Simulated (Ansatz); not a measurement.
Here is the system:

C:
```
CELL_PARAMETERS angstrom
      4.43605     0.00000     0.00000
     -2.21802     3.84173     0.00000
      0.00000     0.00000     2.52196
ATOMIC_POSITIONS crystal
  C  0.44790 0.89579 0.25000
  C  0.10421 0.55210 0.25000
  C  0.44790 0.55210 0.25000
  C  0.55210 0.10421 0.75000
  C  0.89579 0.44790 0.75000
  C  0.55210 0.44790 0.75000
```

This is the r²SCAN-relaxed structure. Tensor components refer to the Cartesian frame of this cell.

### Question
All from DFT-r²SCAN in the program Ansatz with PAW potentials, unless another level is named. Predict the HSE06 gap on the r²SCAN cell.

### Answer
3.33 eV.

### Question
Predict the hole effective mass, band 1 of 2 at the edge.

### Answer
0.47 along x, 0.85 along z (mₑ).

### Question
Next, the band gap?

### Answer
2.44 eV (direct).

### Question
What about the electron effective mass?

### Answer
0.13, 0.13, 1.2 mₑ (principal values).

### Question
And the valence-band maximum?

### Answer
at Γ.

Space group P6_3/mmc. The start of the workflow was typed in or built on a structure type. Its sites differ from those of the usual phase in this space group: another stacking or structure type. The cell was relaxed with r²SCAN under the symmetry of its start; its stability against distortions is not shown here.

Potentials: the earlier of the program's two PAW sets.
